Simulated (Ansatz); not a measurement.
PbSe (CsCl type, Pm-3m) at seven volumes, the program Ansatz at the r²SCAN level (PAW), scaled uniformly. One row is withheld.

| V (Å³/atom) | P (GPa) |
|---|---|
| 24.341 | 5.76 |
| 25.144 | ? |
| 25.946 | 1.77 |
| 26.749 | 0.00 |
| 27.551 | -1.55 |
| 28.354 | -2.86 |
| 29.156 | -3.94 |

Task: Fit the shown pressures and predict the withheld one.

Result: P = (3/2)B₀(x^(7/2) − x^(5/2))[1 + (3/4)(B′ − 4)(x − 1)] with x = (V₀/V)^(2/3). Least squares on the six rows gives V₀ = 26.751 Å³/atom, B₀ = 53.0 GPa, B′ = 3.08. At V = 25.144, x = 1.0422 and P = 3.61 GPa. The run itself gave 3.70 GPa.

The cell is a constructed one: a structure type filled with these elements; the Crystallography Open Database copy checked does not list it. It is not the phase usual at ambient conditions (space group No. 225). The r²SCAN relaxation kept the symmetry of its start; whether a distortion lowers the energy is not shown. Spin–orbit coupling is left out wherever it is not named.

Potentials: the later of the program's two PAW sets.
